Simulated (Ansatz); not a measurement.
# Wurtzite alloy of AlN and SiC (27 of 48 Al sites, 27 of 48 N sites exchanged), 96 atoms

Ansatz, PAW, plane waves. PBEsol relaxation of cell lengths and atoms (angles held) at the single k point (¼, ¼, ¼) without its symmetry partners; single points on the relaxed atoms at the Γ point alone, onto which points of the small cell's zone fold. Arrangement: quasirandom. No spin–orbit coupling unless named.

Relaxed structure:

```
Si Al N C
1.0
     9.33518    0.00000    0.00000
     0.00000   10.72847    0.00000
     0.00000    0.00000   10.05658
Si Al N C
27 21 21 27
Cartesian
  1.5654 0.9460 2.5434
  9.3247 3.6512 2.5143
  1.6155 6.2396 2.5218
  9.3344 8.9729 2.4870
  9.3093 8.9184 7.5480
  7.7732 0.9266 2.5270
  7.7992 0.9155 7.5371
  6.2425 3.5922 7.5145
  4.6908 6.2762 7.5328
  3.1356 8.9328 7.5382
  7.7668 6.2346 2.4736
  7.7745 6.2556 7.5458
  9.3028 1.7764 10.0325
  3.1476 1.8043 5.0791
  6.2248 1.7946 5.0215
  4.6606 4.4304 5.0522
  3.1207 7.1902 5.0404
  3.0928 7.1806 10.0520
  1.5766 9.8502 5.0651
  1.5188 9.8944 10.0081
  7.7429 4.4210 5.0327
  7.7636 4.4230 9.9910
  6.2150 7.1349 5.0480
  6.2335 7.1078 10.0237
  4.6794 9.8578 0.0445
  7.7836 9.8439 5.0508
  7.8116 9.8480 10.0106
  1.5348 0.8893 7.5217
  0.0053 3.5662 7.5662
  4.6768 0.9531 2.4521
  4.6714 0.8741 7.5830
  3.1236 3.5802 2.5181
  3.0710 3.5556 7.5084
  1.5553 6.2684 7.5554
  6.1970 3.5630 2.5034
  4.6296 6.2166 2.4439
  3.0870 8.9904 2.4716
  6.2562 8.9450 2.4090
  6.2174 8.9235 7.5968
  9.3195 1.7847 5.0706
  3.1230 1.8088 10.0288
  1.5650 4.4470 5.0621
  1.6078 4.4716 10.0130
  0.0278 7.1391 5.0372
  0.0502 7.1289 10.0042
  6.2311 1.7883 10.0162
  4.6496 4.4552 10.0318
  4.6743 9.8601 5.0659
  9.3270 1.7602 1.9123
  9.2575 1.7485 6.9667
  9.2823 7.2050 2.0681
  4.7681 4.5471 6.8921
  1.4112 9.8822 1.8711
  7.8489 4.5727 1.8615
  7.7157 4.5420 6.8504
  6.3607 7.1082 1.8775
  4.6781 9.7916 1.9166
  4.6249 9.7427 6.9300
  7.9155 9.8557 1.8960
  1.4488 0.8744 9.5165
  4.7025 0.9224 4.4602
  3.1182 3.5720 9.3948
  1.6642 6.4022 4.3348
  1.6518 6.3296 9.4870
  0.0011 9.0029 4.3020
  4.6734 6.3466 4.4605
  3.0562 8.9173 4.4229
  7.6707 6.2415 4.3094
  6.3157 8.8344 4.3966
  2.9871 1.7139 1.9071
  3.1174 1.7261 6.8762
  1.4395 4.5522 1.9554
  1.5112 4.5034 6.9564
  9.2297 7.1815 6.9551
  6.3654 1.7394 1.9131
  6.3164 1.8399 6.8748
  4.6904 4.4683 1.8779
  3.0081 7.1881 1.8588
  3.2083 7.1879 6.8627
  1.5476 9.6977 6.8904
  6.2458 7.0533 6.8611
  7.8261 9.8735 6.8809
  1.6238 0.8128 4.3843
  9.2141 3.6421 4.3436
  9.2831 3.5144 9.5532
  4.6646 0.7860 9.5043
  3.2021 3.5568 4.4973
  0.0193 9.0000 9.4665
  7.7057 0.7914 4.3603
  7.8726 0.8296 9.4133
  6.2135 3.6207 4.5109
  6.2815 3.6335 9.3175
  4.6424 6.3870 9.3909
  3.0826 8.9905 9.4734
  7.7516 6.2020 9.4401
  6.2527 8.9176 9.6413
```

**Question.** What are the mean bond lengths by pair (pairs within 1.2 times the sum of covalent radii, less contacts 15 % beyond the pair's median; cation–cation pairs of compounds aside; long ionic contacts are cut short by that bound)?

**Answer.** Al–C 1.958 ± 0.051 Å (standard deviation, 47 bonds); Al–N 1.959 ± 0.070 Å (standard deviation, 37 bonds); C–Si 1.846 ± 0.043 Å (standard deviation, 61 bonds); N–Si 1.862 ± 0.062 Å (standard deviation, 47 bonds).

**Question.** What gap lies between the top filled and the lowest empty level in the single points?

**Answer.** HSE06 2.95 eV (5.7 min on 7 threads of Neoverse-V2).
